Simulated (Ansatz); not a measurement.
CsSnI$_{3}$ (cubic perovskite)

```yaml
crystal:
  lattice:
    - [6.22511, 0.00000, 0.00000]
    - [0.00000, 6.22511, 0.00000]
    - [0.00000, 0.00000, 6.22511]
  atoms:
    - { symbol: Cs, position: [0.00000, 0.00000, 0.00000] }
    - { symbol: Sn, position: [0.50000, 0.50000, 0.50000] }
    - { symbol: I, position: [0.00000, 0.50000, 0.50000] }
    - { symbol: I, position: [0.50000, 0.50000, 0.00000] }
    - { symbol: I, position: [0.50000, 0.00000, 0.50000] }
```

In each cell atom 1 (Cs, nearest neighbour I at 4.402 Å; its periodic images, 6.2 Å or more away, move with it) moves by s·(1.000, 0.000, 0.000) (along Cartesian x), the rest being held.

Calculation: r2SCAN (plane waves to 500 eV, PAW, scalar-relativistic; Ansatz, a program for electronic structure). k mesh 5×5×5 (Γ-centred), Fermi-Dirac smearing 0.05 eV. F∥ is the force on the atom along that direction. On this mesh the relaxed cell isn't quite at rest: it carries a pressure of -0.1 GPa (compression positive) at the zero of the scan. CsSnI3 was relaxed with its symmetry unable to fall. Spin-orbit coupling is left out, though I is heavy. The PAW data are Ansatz's earlier set. This is a high-temperature form of CsSnI3. 

```
s (Å)   F∥ (eV/Å)
------  ---------
-0.440      0.086
-0.352      0.059
-0.264      0.039
-0.176      0.023
-0.088      0.011
0.000       0.000
0.088      -0.011
0.176      -0.023
0.264      -0.039
0.352      -0.059
0.440      -0.086
```

Problem. What is the force constant k = d²E/ds² of this move at s = 0?

Solution. 0.12 eV/Å². The forces along the line at the two nearest points give (0.011 − (-0.011)) / (2·0.088) = 0.12 eV/Å²; the next pair corrects for the finite step.

(A displaced cell: forces are minus the slopes of the energy, force constants its curvatures, and phonons follow from these.)
